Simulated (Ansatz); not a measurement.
Ansatz (a program for electronic structure) input:

Ansatz 0.2 input:
```yaml
crystal:
  lattice:
    - [4.2476254982, 0.0, 0.0]
    - [-2.1238127491, 3.6785515872, 0.0]
    - [0.0, 0.0, 13.8779353183]
  atoms:
    - { symbol: Cd, position: [0.0, 0.0, 0.0002296418] }
    - { symbol: Cd, position: [0.0, 0.0, 0.5002296418] }
    - { symbol: Cd, position: [0.6666666667, 0.3333333333, 0.7501703962] }
    - { symbol: Cd, position: [0.3333333333, 0.6666666667, 0.2501703962] }
    - { symbol: Se, position: [0.0, 0.0, 0.8127576418] }
    - { symbol: Se, position: [0.0, 0.0, 0.3127576418] }
    - { symbol: Se, position: [0.6666666667, 0.3333333333, 0.5624723202] }
    - { symbol: Se, position: [0.3333333333, 0.6666666667, 0.0624723202] }
kpoints:
  mp_grid: { grid: [8, 8, 2] }
hamiltonian:
  xc: lda
  pseudopotentials: { kind: paw }
scf:
  occupations: { method: fixed }
phonons:
  method: dfpt
  response_accuracy: low
  eigenvectors: true
  rigid_motions: translations
  dielectric: true
```

Output (shortened):

```
Pseudopotential: Cd, paw, valence charge 20
Pseudopotential: Se, paw, valence charge 16
Functional definition: SPW92
Crystal: 8 atoms, lattice volume = 216.844 Å³
Basis set: ecut = 420 eV, 4205 PW (Γ), exchange–correlation on 60×60×192 points (8 copies of the dense FFT grid, shifted against one another)
Bands: 87, of which v1, the nominal top of the filled ones, is band 72 counted from 1 (71 counted from 0)
Symmetry: 12 space group operations
k-points: 42 of 128 (irreducible under 2 space group operations, time reversal used)
SCF iter   1: F=—  HF=-54008.968364 eV  |F-HF|=—  |Δ(HF+E_count)|=         —  Δρ=7.16e-3  dr2=8.42e-2  ethr=1.77e-3  ⟨swp⟩=5.0  Hψ=10831  notcnv=0  defer=545
preconditioner: auto → Resta (q_TF=auto, 2.548 Å⁻¹)
SCF iter   2: F=—  HF=-54008.945631 eV  |F-HF|=—  |Δ(HF+E_count)|=   2.27e-2  Δρ=2.89e-3  dr2=1.43e-2  ethr=5.85e-5  ⟨swp⟩=2.0  Hψ=5670  notcnv=0  defer=546
SCF iter   3: F=—  HF=-54008.942717 eV  |F-HF|=—  |Δ(HF+E_count)|=   2.91e-3  Δρ=1.04e-3  dr2=2.07e-3  ethr=9.92e-6  ⟨swp⟩=2.0  Hψ=3792  notcnv=0  defer=546
SCF iter   4: F=—  HF=-54008.942546 eV  |F-HF|=—  |Δ(HF+E_count)|=   1.71e-4  Δρ=1.74e-4  dr2=7.25e-5  ethr=1.44e-6  ⟨swp⟩=2.0  Hψ=3815  notcnv=0  defer=540
SCF iter   5: F=—  HF=-54008.942586 eV  |F-HF|=—  |Δ(HF+E_count)|=   4.06e-5  Δρ=3.18e-5  dr2=3.32e-6  ethr=5.03e-8  ⟨swp⟩=2.6  Hψ=4585  notcnv=0  defer=392
SCF iter   6: F=—  HF=-54008.942380 eV  |F-HF|=—  |Δ(HF+E_count)|=   2.06e-4  Δρ=1.13e-5  dr2=4.47e-7  ethr=2.31e-9  ⟨swp⟩=2.0  Hψ=5194  notcnv=0  defer=392
SCF iter   7: F=—  HF=-54008.942379 eV  |F-HF|=—  |Δ(HF+E_count)|=   2.16e-7  Δρ=4.55e-6  dr2=4.37e-8  ethr=3.10e-10  ⟨swp⟩=2.0  Hψ=5614  notcnv=0  defer=392
SCF iter   8: F=—  HF=-54008.942380 eV  |F-HF|=—  |Δ(HF+E_count)|=   2.29e-8  Δρ=1.01e-6  dr2=3.06e-9  ethr=3.04e-11  ⟨swp⟩=2.0  Hψ=5259  notcnv=0  defer=392
SCF iter  10: F=-54008.942380 eV  HF=-54008.942380 eV  |F-HF|=7.28e-12  |Δ(HF+E_count)|=  1.96e-10  Δρ=1.50e-7  dr2=7.89e-11  ethr=1.00e-12  ⟨swp⟩=10.5  Hψ=24719  notcnv=0
SCF 1 converged in 10 iterations: F = -54008.942380 eV  dr2 = 7.89e-11
NSCF: frozen V_eff on 2 k-points
DFPT response loops at Γ: preconditioner auto → none (the input reference at scf.mixing.eps_inf says where Resta's filter doesn't serve); β = 0.50 …
── the response to a field inside a basis, on 12×12×4 k-points: an SCF that follows is theirs, and a resumed run solves both again ──
Crystal: 8 atoms, lattice volume = 216.844 Å³
Bands: 73, of which v1, the nominal top of the filled ones, is band 72 counted from 1 (71 counted from 0)
k-points: 84 of 576 (irreducible under 4 space group operations, time reversal used)
SCF iter   1: F=—  HF=-54008.692137 eV  |F-HF|=—  |Δ(HF+E_count)|=         —  Δρ=4.22e-4  dr2=1.27e-4  ethr=1.00e-1
preconditioner: auto → Resta (q_TF=auto, 2.548 Å⁻¹)
SCF iter   2: F=—  HF=-54008.692124 eV  |F-HF|=—  |Δ(HF+E_count)|=   1.37e-5  Δρ=2.04e-4  dr2=4.47e-5  ethr=8.80e-8
SCF iter   3: F=—  HF=-54008.692127 eV  |F-HF|=—  |Δ(HF+E_count)|=   2.81e-6  Δρ=5.99e-5  dr2=5.88e-6  ethr=3.10e-8
SCF iter   4: F=—  HF=-54008.692126 eV  |F-HF|=—  |Δ(HF+E_count)|=   5.65e-7  Δρ=1.26e-5  dr2=5.08e-7  ethr=4.08e-9
SCF iter   5: F=-54008.692126 eV  HF=-54008.692126 eV  |F-HF|=9.62e-9  |Δ(HF+E_count)|=   1.15e-7  Δρ=2.83e-6  dr2=2.45e-8  ethr=3.52e-10
SCF 1 converged in 5 iterations: F = -54008.692126 eV  dr2 = 2.45e-8
DFPT response loops at Γ: mixed as the last ones told, above
WARN: field response: inside a basis, on 12×12×4 points, no mesh in reach settles it …
WARN: field response: ε∞ stands inside a basis, on 12×12×4 points …
SCF converged after 10 iterations
Free energy (F): -54008.942380 eV
Harris-Foulkes:  -54008.942380 eV  (|F-HF|=7.28e-12)
Internal energy: -54008.942380 eV  (E = F + TS)
E sigma→0 (E₀):  -54008.942380 eV
Fermi energy:    7.705988 eV
--- Per-component energies (eV) ---
  E_band       = -3548.074763
  E_kinetic    = 2500.750099
  E_local      = -25231.121879  (includes V_loc(G=0)·N_el)
  E_nonlocal   = -2193.689769
  E_hartree    = 11983.869610
  E_xc         = -1117.554604
  E_vxc        = -1281.046252  (∫ρ·V_xc dr)
  E_paw        = -23097.218570  (= ΣΔE_a)
  E_vpaw       = -1310.703182  (= ΣTr[D̂ρ^β])
  E_aug_tail   = -0.002159  (compensation charges beyond the density's cutoff)
  E_ewald      = -16865.910832
  E_core_change = 11.935724  (= ΣΔE_core)
  E_smearing   =  0.000000  (= −TS)
  E_closure    = 0.000000  (closes the sum)
  Σ components = -54008.942380   (vs F -54008.942380, Δ=0.00e0)
  [band-id]    e_kinetic+e_local+e_nonlocal+2·e_hartree+e_vxc+e_vpaw+e_augmentation_tail = -3548.073924   (vs E_band -3548.074763, Δ=8.39e-4)
--- Band table (eV; the first three rows and the last of 42) ---
  k-point 0: bands = ["-93.7995", "-93.7995", "-93.7937", "-93.7937", "-54.9480", "-54.9480", "-54.9480", "-54.9480", "-54.9471", "-54.9471", "-54.9424", "-54.9424", "-54.9418", "-54.9418", "-54.9418", "-54.9418", "-39.2661", "-39.2661", "-39.2658", …
  k-point 1: bands = ["-93.7995", "-93.7995", "-93.7937", "-93.7937", "-54.9480", "-54.9480", "-54.9480", "-54.9480", "-54.9471", "-54.9471", "-54.9424", "-54.9424", "-54.9418", "-54.9418", "-54.9418", "-54.9418", "-39.2661", "-39.2661", "-39.2658", …
  k-point 2: bands = ["-93.7995", "-93.7995", "-93.7937", "-93.7937", "-54.9481", "-54.9481", "-54.9480", "-54.9480", "-54.9471", "-54.9471", "-54.9424", "-54.9424", "-54.9418", "-54.9418", "-54.9418", "-54.9418", "-39.2661", "-39.2661", "-39.2658", …
  k-point 41: bands = ["-93.7995", "-93.7995", "-93.7937", "-93.7937", "-54.9483", "-54.9483", "-54.9481", "-54.9481", "-54.9471", "-54.9471", "-54.9424", "-54.9424", "-54.9420", "-54.9420", "-54.9419", "-54.9419", "-39.2661", "-39.2661", "-39.2659", …
--- Phonons (Γ-DFPT): 8 representative perturbations + reference, on 42 of 128 k-points (Σ response iterations 24) ---
  ASR residual: 5.997e-4 → 0.000e0 eV/Å²; symmetrization residual: 1.175e-3 eV/Å²
  ASR residual per site (eV/Å²): 4.15e-4 4.15e-4 3.81e-4 3.81e-4 4.49e-4 4.49e-4 6.00e-4 6.00e-4
  Γ frequencies (cm⁻¹): 0.00 0.00 0.00 27.86 27.86 28.54 28.54 33.39 33.39 86.22 86.93 125.17 174.02 176.10 176.10 177.44 177.44 179.74 179.74 181.36 181.36 191.72 200.69 200.79
  ε∞ (high-frequency dielectric tensor):
        8.158720     0.000000     0.000000
        0.000000     8.158720     0.000000
        0.000000     0.000000     8.110595
  ε⁰ (static dielectric tensor: ions relaxed, cell fixed):
       11.090835     0.000000     0.000000
        0.000000    11.090835     0.000000
        0.000000     0.000000    11.267977
  ε⁰ − ε∞ (ionic part):
        2.932115     0.000000     0.000000
        0.000000     2.932115     0.000000
        0.000000     0.000000     3.157382
  softest optical mode at Γ: 27.86 cm⁻¹; the repairs (sum rule, projections) moved no ω² at Γ by more than (9.96 cm⁻¹)²
  Born effective charges Z* (e; rows j = field, columns β = displacement):
    site 0:
         2.14261    0.00000    0.00000
         0.00000    2.14261    0.00000
         0.00000    0.00000    2.22393
    site 1:
         2.14261    0.00000    0.00000
         0.00000    2.14261    0.00000
         0.00000    0.00000    2.22393
    site 2:
         2.16790    0.00000    0.00000
         0.00000    2.16790    0.00000
         0.00000    0.00000    2.19702
    site 3:
         2.16790    0.00000    0.00000
         0.00000    2.16790    0.00000
         0.00000    0.00000    2.19702
    site 4:
        -2.15577    0.00000    0.00000
         0.00000   -2.15577    0.00000
         0.00000    0.00000   -2.21085
    site 5:
        -2.15577    0.00000    0.00000
         0.00000   -2.15577    0.00000
         0.00000    0.00000   -2.21085
    site 6:
        -2.15473    0.00000    0.00000
         0.00000   -2.15473    0.00000
         0.00000    0.00000   -2.21009
    site 7:
        -2.15473    0.00000    0.00000
         0.00000   -2.15473    0.00000
         0.00000    0.00000   -2.21009
  Z* charge neutrality: 3.123e-2 e pre-enforcement
  solved inside a basis spanned on kpoints, on 12×12×4 k-points, which do not settle them: ε∞ is read to err by 3.7e0, Z* by 1.2e0 e (field_mesh …
  optical modes at Γ without the LO–TO term, one row a degenerate level:
      ω (cm⁻¹)  modes    IR ((D/Å)²/amu)
         27.86      2             0.0000
         28.54      2             0.0000
         33.39      2             0.0003
         86.22      1             0.0000
         86.93      1             0.0000
        125.17      1             0.0005
        174.02      1             9.7198
        176.10      2            18.4682
        177.44      2             0.0000
        179.74      2             0.0000
        181.36      2             0.0146
        191.72      1             0.0009
        200.69      1             0.0000
        200.79      1             0.0000
  optical modes at Γ + LO–TO along q̂ = [1.0000, 0.0000, 0.0000]:
      ω (cm⁻¹)  modes    IR ((D/Å)²/amu)
         27.86      2             0.0000
         28.54      2             0.0000
         33.39      1             0.0001
         33.39      1             0.0001
         86.22      1             0.0000
         86.93      1             0.0000
        125.17      1             0.0005
        174.02      1             9.7198
        176.10      1             9.2341
        177.44      2             0.0000
        179.74      2             0.0000
        181.36      1             0.0003
        181.36      1             0.0073
        191.72      1             0.0009
        200.69      1             0.0000
        200.79      1             0.0000
        205.31      1             9.2412
  optical modes at Γ + LO–TO along q̂ = [0.0000, 1.0000, 0.0000]:
      ω (cm⁻¹)  modes    IR ((D/Å)²/amu)
         27.86      2             0.0000
         28.54      2             0.0000
         33.39      1             0.0001
         33.39      1             0.0001
         86.22      1             0.0000
         86.93      1             0.0000
        125.17      1             0.0005
        174.02      1             9.7198
        176.10      1             9.2341
        177.44      2             0.0000
        179.74      2             0.0000
        181.36      1             0.0003
        181.36      1             0.0073
        191.72      1             0.0009
        200.69      1             0.0000
        200.79      1             0.0000
        205.31      1             9.2412
  optical modes at Γ + LO–TO along q̂ = [0.0000, 0.0000, 1.0000]:
      ω (cm⁻¹)  modes    IR ((D/Å)²/amu)
         27.86      2             0.0000
         28.54      2             0.0000
         33.39      2             0.0003
         86.22      1             0.0000
         86.93      1             0.0000
        125.17      1             0.0001
        176.10      2            18.4682
        177.44      2             0.0000
        179.74      2             0.0000
        181.36      2             0.0146
        191.72      1             0.0013
        200.69      1             0.0000
        200.79      1             0.0000
        205.12      1             9.7197
```

Cost: around 21 core-minutes (rough) on shared cores.

Space group P6_3mc. The cell is a constructed one: a structure type filled with these elements. Its sites differ from those of the usual phase in this space group: another stacking or structure type. Symmetry was held in the LDA relaxation; phonons on a q-mesh show no instability. Scalar-relativistic: spin–orbit coupling is off unless named, which matters more the heavier the elements.

Potentials: the later of the program's two PAW sets.

Ansatz is a plane-wave DFT program.
